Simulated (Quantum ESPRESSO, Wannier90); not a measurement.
## Wannierisation of ZrSe2 (CdI2 type)

```xyz
3
Lattice="3.8112 0.0000 0.0000 -1.9056 3.3006 0.0000 0.0000 0.0000 6.3999" Properties=species:S:1:pos:R:3 pbc="T T T"
Zr     0.0000     0.0000     0.0000
Se    -1.9056     1.1002    -1.5623
Se     1.9056    -1.1002     1.5623
```

Structure: Materials Project mp-2076, symmetrised, not relaxed again. COD (Crystallography Open Database) has an entry of this formula and space group (matched by these alone). Method: PBE plane waves in Quantum ESPRESSO 7.5 (PseudoDojo norm-conserving files, 69 Ry, no spin polarisation, no spin-orbit coupling), Bloch states on a 12×12×6 mesh through Γ, Wannier90 4.0.1. Density: 12×12×6 mesh, Gaussian smearing 0.01 Ry. The cell is built of weakly bound layers, chains or molecules, whose nearest atoms lie 3.95 Å apart. Database cells relaxed without dispersion often hold them too far apart, which can enlarge gaps and weakens couplings between them; spacing and stacking were not compared with the measured crystal. Spin-orbit coupling, left out, would split the p-like bands by a few tenths of an eV.

Bands 15-22 form an isolated set from -13.04 to 0.00 eV relative to the valence-band maximum (on the path) and are turned into 8 Wannier functions by minimising the spread from the start: SCDM (isolated).

Where do the functions sit, how wide are they and what are they made of?


```tsv
functions	spread (Å²)	nearest atom, distance (Å)	second atom, distance (Å)	weight on atomic waves
6	2.32	Se 0.73	Zr 1.98	Se 4p 58 %, Zr 4d 20 %, Se 4s 15 %
2	2.02	Se 0.33	Zr 2.90	Se 4p 47 %, Se 4s 43 %, Zr 4d 9 %
```

Ω_I = 15.62 Å², Ω_total = 17.95 Å²; the interpolated bands follow pw.x to 1.1 meV rms on the path. It is the lowest total spread that any start reached here.
